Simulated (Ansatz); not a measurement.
LiF (rock salt)

```
CELL_PARAMETERS angstrom
      0.00000     2.03393     2.03393
      2.03393     0.00000     2.03393
      2.03393     2.03393     0.00000
ATOMIC_POSITIONS crystal
  F  0.00000 0.00000 0.00000
  Li 0.50000 0.50000 0.50000
```

This relaxed cell (volume V₀) is scaled evenly in all directions, its shape held. Symmetry pins the atoms to their sites.

All values below come from PBE (plane waves to 420 eV, PAW, scalar-relativistic; Ansatz, a program for electronic structure). k mesh 14×14×14 (Γ-centred), Fermi-Dirac smearing 0.05 eV. E stands for the smeared free energy. Stress and pressure are positive under compression. LiF was relaxed with its symmetry unable to fall. ΔE is measured from the relaxed starting cell.

```csv
V (Å³/atom),ΔE (meV/atom)
7.573,21.2
7.783,withheld
7.993,4.9
8.204,1.2
8.414,0.0
8.625,1.0
8.835,4.0
9.045,8.8
9.256,15.0
```

**Question.** Fit a third-order Birch-Murnaghan form (E₀, V₀, B₀, B₀′ free) to the given rows and predict ΔE at V = 7.783.

**Answer.** Least squares on the 8 given rows: ΔE = E₀ + (9V₀B₀/16)·y²·[2 + (B₀′ − 4)y], y = (V₀/V)^(2/3) − 1, with V₀ = 8.418 Å³/atom, B₀ = 67.44 GPa (160.2 GPa = 1 eV/Å³; the term in eV is multiplied by 1000), B₀′ = 3.93, E₀ = 0.00 meV/atom; root-mean-square residual 0.03 meV/atom. At 7.783 the fit gives 11.5 meV/atom; the calculation gives 11.4 meV/atom, so the interpolation is off by 0.1 (+0.9 %). For the pressure the fit gives 6.17 GPa against the computed 6.17 GPa.

(Under strain, the slope of the energy per volume gives the stress and its curvature an elastic modulus.)
